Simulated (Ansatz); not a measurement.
Property card for Ti3Al

Ti₃Al:
```xyz
4
Lattice="2.8968 0.0000 0.0000 -1.4484 2.5087 0.0000 0.0000 0.0000 9.1329" Properties=species:S:1:pos:R:3 pbc="T T T"
Ti     1.4484     0.8362     0.0000
Ti     0.0000     1.6725     6.8620
Ti     0.0000     1.6725     2.2709
Al     1.4484     0.8362     4.5664
```

Space group P-6m2 (No. 187); conventional cell a = b = 2.8968 Å, c = 9.1329 Å, α = β = 90.00°, γ = 120.00°.

Method: plane-wave PAW PBEsol (Ansatz code). Structure relaxed to zero pressure with the same functional. Other levels are named where they apply.

### Cell and energy

```
Item                                                           Value
-----------------------------------------------------  -------------
Volume per atom                                             16.59 Å³
Density                                                   4.27 g/cm³
Formation energy from the elements (no fitted shifts)  -0.12 eV/atom
```

### Electronic structure

```
Quantity                                                                     Value
------------------------------------  --------------------------------------------
Electronic character                                             metallic (no gap)
Density of states at the Fermi level  0.89 states/eV per atom (mean over ±0.08 eV)
```

### Mechanics

```
Quantity                                                                                        Value
--------------------------------------------  -------------------------------------------------------
Bulk modulus (Birch–Murnaghan fit)                                                            115 GPa
Pressure derivative B′                                                                            3.6
Elastic constants (relaxed ions, GPa)         C11 = 163, C12 = 102, C13 = 68.4, C33 = 238, C44 = 57.4
Mechanical stability                                           stable (all eigenvalues of C positive)
Hill bulk and shear moduli                                                           115 and 47.3 GPa
Young's modulus                                                                               125 GPa
Poisson's ratio                                                                                  0.32
Debye temperature from the elastic constants                                                    435 K
```

### Phonons

```
Item                                           Result
-----------------------------  ----------------------
Highest zone-centre frequency                39.6 meV
Zone-centre stability          no imaginary mode at Γ
```

The workflow started from a Materials Project entry (that database holds measured and hypothetical structures alike); the Crystallography Open Database copy checked does not list it. With Ti and Al taken as one species the cell has the higher symmetry P6_3/mmc, so it may be an ordered model of a mixed-site phase. It is not the phase usual at ambient conditions (space group No. 194). The cell was relaxed with PBEsol under the symmetry of its start. The run is not spin-polarised. As this level gives no gap, shear constants depend on the k-mesh and smearing (Fermi–Dirac, 0.1 eV here). As this level gives no gap, phonon frequencies hold no LO–TO term and depend on the k-mesh and smearing (Fermi–Dirac, 0.1 eV here). Axis ratios of metals converge slowly with the k-mesh, so a and c are less sure than the volume. On the denser mesh and wider smearing of the elastic run this cell carries a stress of 0.4 GPa. The references are the lowest solids computed at this level, not always the standard phases.

Potentials: the later of the program's two PAW sets.
